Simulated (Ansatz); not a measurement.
Relaxed-ion elastic tensor of ZnGeP2 (chalcopyrite, space group No. 122) in GPa (Voigt order), PBEsol (plane waves, PAW; program Ansatz); density 4.21 g/cm³, 19.70 Å³ per atom.

```
 131  59.0  60.1   0.0   0.0   0.0
59.0   131  60.1   0.0   0.0   0.0
60.1  60.1   130   0.0   0.0   0.0
 0.0   0.0   0.0  66.1   0.0   0.0
 0.0   0.0   0.0   0.0  66.1   0.0
 0.0   0.0   0.0   0.0   0.0  65.5
```

Q: Is the crystal mechanically stable?

A: Yes: the smallest eigenvalue of C is 65.5 GPa.

Q: Work out the Voigt, Reuss and Hill averages.

A: K_V = 83.3, K_R = 83.3, K_H = 83.3; G_V = 53.7, G_R = 48.9, G_H = 51.3 GPa.

Q: Give Young's modulus, Poisson's ratio, Pugh's ratio and the universal anisotropy index.

A: E = 9KG/(3K + G) = 128 GPa; ν = 0.24; K/G = 1.62 (brittle by the Pugh limit of 1.75); A_U = 5G_V/G_R + K_V/K_R − 6 = 0.48.

Q: Estimate the sound speeds and the Debye temperature.

A: v_l = √((K + 4G/3)/ρ) = 6000 m/s, v_t = √(G/ρ) = 3490 m/s, mean 3870 m/s; Θ = (h/k)(3n/4πV)^(1/3) v_m = 427 K.

Q: How much does each axis shrink under pressure?

A: Linear compressibilities β_i = Σ_j S_ij (j = 1 to 3): x 4.0, y 4.0, z 4.0 per TPa.

Space group I-42d (chalcopyrite). Symmetry was held in the PBEsol relaxation.

Potentials: the later of the program's two PAW sets.
